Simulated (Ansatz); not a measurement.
MgTl (CsCl type)

```xyz
4
Lattice="7.1286 0.0000 0.0000 3.5643 3.5643 0.0000 0.0000 0.0000 3.5643" Properties=species:S:1:pos:R:3 pbc="T T T"
Mg     0.0000     0.0000     0.0000
Mg     3.5643     0.0000     0.0000
Tl     1.7821     1.7821     1.7821
Tl     5.3464     1.7821     1.7821
```

A phonon eigenvector at M = (0.5, 0.5, 0.0) is frozen into this cell: atom i moves by Q times the vector below, so Q is the largest atomic displacement, in Å. The cell is held. (q is in reciprocal vectors of the primitive cell; the cell shown is doubled to hold the pattern.)

```csv
atom,x,y,z
Mg1,0.000,0.000,-1.000
Mg2,0.000,0.000,1.000
```

Atoms not listed stay in place.

The numbers are results of LDA (plane waves to 420 eV, PAW, scalar-relativistic; Ansatz, an electronic-structure program), not measurements. k mesh 13×13×13 (Γ-centred), Fermi-Dirac smearing 0.05 eV. The energy includes the smearing's −TS. With partly filled bands, energies and forces of such displacements shift with the k mesh and the smearing. MgTl was relaxed with its symmetry unable to fall. Spin-orbit coupling is left out, though Tl is heavy. ΔE is measured from the undisplaced structure.

| Q (Å) | ΔE (meV/cell) |
|---|---|
| -0.100 | 18.0 |
| -0.067 | 8.0 |
| -0.033 | 2.0 |
| 0.000 | 0.0 |
| 0.033 | 2.0 |
| 0.067 | 8.0 |
| 0.100 | 18.0 |

Which DFPT wavenumber at M = (0.5, 0.5, 0.0) belongs to this mode?
(A) 142 cm⁻¹
(B) 184 cm⁻¹
(C) 32 cm⁻¹

A, 142 cm⁻¹. The curvature of the scan gives 142 cm⁻¹

(A displaced cell: forces are minus the slopes of the energy, force constants its curvatures, and phonons follow from these.)
